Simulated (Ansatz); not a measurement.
A relaxed cell of Si₂B₂C is given with its symmetry left out. The cell was found from a structure generator's guess, not taken from experiment.

All numbers below come from DFT PBE, scalar-relativistic, plane waves, PAW in Ansatz. Cutoff 420 eV, Γ-centred mesh, Gaussian smearing, no spin polarisation.

```
Si B C
1.0
     2.91915    0.00000    0.00000
    -1.45958    2.52806    0.00000
     0.00000    0.00000    6.55502
Si B C
2 2 1
Direct
  0.33333 0.66667 0.18405
  0.33333 0.66667 0.81595
  0.66667 0.33333 0.50000
  0.00000 0.00000 0.00000
  0.33333 0.66667 0.50000
```

Formation energies are uncorrected and refer to the elements' standard structures at the same level.

Question: What space group does it have?

Answer: P-6m2 (No. 187). Conventional cell: a = 2.919 Å, c = 6.555 Å. Si has 1 C at 2.07 Å, 3 B at 2.07 Å and 1 Si at 2.41 Å; around B on its first site lie 3 C at 1.69 Å; around B on its second site lie 6 Si at 2.07 Å; C has 3 B at 1.69 Å and 2 Si at 2.07 Å.

Question: How far does it lie from the elements in energy?

Answer: +0.51 eV/atom. A positive value: parting into the elements would lower its energy.

Question: Is it a metal?

Answer: Yes, bands cross the Fermi level on the 12×12×6 mesh.

The last run used a 12×12×6 mesh (in the run's order of axes) for its 5-atom cell and Gaussian smearing of 0.10 eV. The reference form of C is held partly by dispersion forces, which this level lacks. A structure relaxed within its symmetry needn't be a true minimum. Another cell of Si2B2C relaxed alike, in P6_3/mmc, lies 40 meV/atom lower, so this cell isn't the stable form at this level.
